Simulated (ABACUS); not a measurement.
Worked example: self-consistent single point of P (Imma, 2 atoms in the cell; from Materials Project mp-7245, changed as shown) in ABACUS.

Method: PBEsol, PseudoDojo 0.4 standard norm-conserving PBEsol (tails mended) pseudopotentials (plane waves; ABACUS).

The change in words: volume scaled by 0.98. Reference geometry (Imma):
```
CELL_PARAMETERS angstrom
     -1.67223     2.48649     1.83775
      1.67223    -2.48649     1.83775
      1.67223     2.48649    -1.83775
ATOMIC_POSITIONS crystal
  P  0.80331 0.05331 0.75000
  P  0.19669 0.94669 0.25000
```

Reference input (self-consistent single point, DFT, PBEsol, plane waves, PseudoDojo 0.4 standard norm-conserving PBEsol (tails mended) pseudopotentials): KPT = Gamma 16 16 16 0 0 0; basis_type = pw; dft_functional = PBESOL; ecutwfc = 44 Ry; smearing_method = fd; smearing_sigma = 0.00734986 Ry; potentials = PseudoDojo 0.4 standard norm-conserving PBEsol (tails mended); symmetry = 1; symmetry_prec = 1e-05; ks_solver = dav; scf_nmax = 100; scf_thr = 1.0e-09 Ry. This run's input differs from it in these lines:

```diff
@@ -26,5 +26,5 @@
 LATTICE_VECTORS
-  -3.1600510482    4.6987888911    3.4728498547
-   3.1600510482   -4.6987888911    3.4728498547
-   3.1600510482    4.6987888911   -3.4728498547
+  -3.1388407622    4.6672512518    3.4495400830
+   3.1388407622   -4.6672512518    3.4495400830
+   3.1388407622    4.6672512518   -3.4495400830
 
@@ -36,4 +36,4 @@
 2
-   0.0000000000    3.7297380000    0.1959412249
-   1.6722270000   -1.2432460000    1.6418117751
+   0.0000000000    3.7047045000    0.1946260672
+   1.6610030000   -1.2349015000    1.6307919328
 # file: KPT
```

Output (repeated stretches shortened):

```
 SELF-CONSISTENT
 -------------------------------------------
                                 init_chg = atomic

 PW ALGORITHM --------------- ION=   1  ELEC=   1--------------------------------
 Notice: Threshold on eigenvalues was too large.

 Density error is 0.0193454216126
                          Error Threshold = 0.000194443889409
 E_KohnSham     -27.6853602027       -376.6786499392
 E_Fermi        0.8000301102         10.8849680703

 PW ALGORITHM --------------- ION=   1  ELEC=   2--------------------------------

 Density error is 0.000752343098266
                          Error Threshold = 0.000193454216126
   [... lines left out ...]

 Density error is 4.92569722999e-09
                          Error Threshold = 3.39098522789e-09
 E_KohnSham     -27.6858896910       -376.6858539965
 E_Fermi        0.8078963426         10.9919936523

 PW ALGORITHM --------------- ION=   1  ELEC=   6--------------------------------

 Density error is 1.43239324469e-10
                          Error Threshold = 4.92569722999e-11
 E_KohnSham     -27.6858896923       -376.6858540150
 E_KS(sigma->0) -27.6855184977       -376.6808036526
 E_entropy(-TS) -0.0007423893        -0.0101007247
 E_Fermi        0.8079028548         10.9920822561
 charge density convergence is achieved
 final etot is -376.68585401 eV
 EFERMI = 10.992082256 eV

 STATE ENERGY(eV) AND OCCUPATIONS    NSPIN == 1
   [... 12 lines left out ...]

 TOTAL-FORCE (eV/Angstrom)
                        P1         0.0000000000         0.0000000000        -0.8385499934
                        P2         0.0000000000         0.0000000000         0.8385499934

 TOTAL-STRESS (KBAR)
        77.3019597608        -0.0000000000         0.0000000000
         0.0000000000        30.4010442491        -0.0000000000
        -0.0000000000         0.0000000000        45.9986017759
 TOTAL-PRESSURE: 51.233869 KBAR

 --------------------------------------------
 !FINAL_ETOT_IS -376.6858540149584655 eV
 --------------------------------------------
```

The run converged in 6 iterations. Against the reference run the free energy rises by 7.5 meV/atom, the pressure goes from 2.80 to 5.12 GPa and the largest force goes from 0.681 to 0.839 eV/Å.

The structure comes from a collection of computed structures, made at another level of theory; the collection holds predicted forms beside known ones. Its lattice was then scaled.

Cost on one core: very roughly 110 core-seconds.

“Tails mended”: in these copies of the files the far tail of each local potential was reset to the Coulomb form.
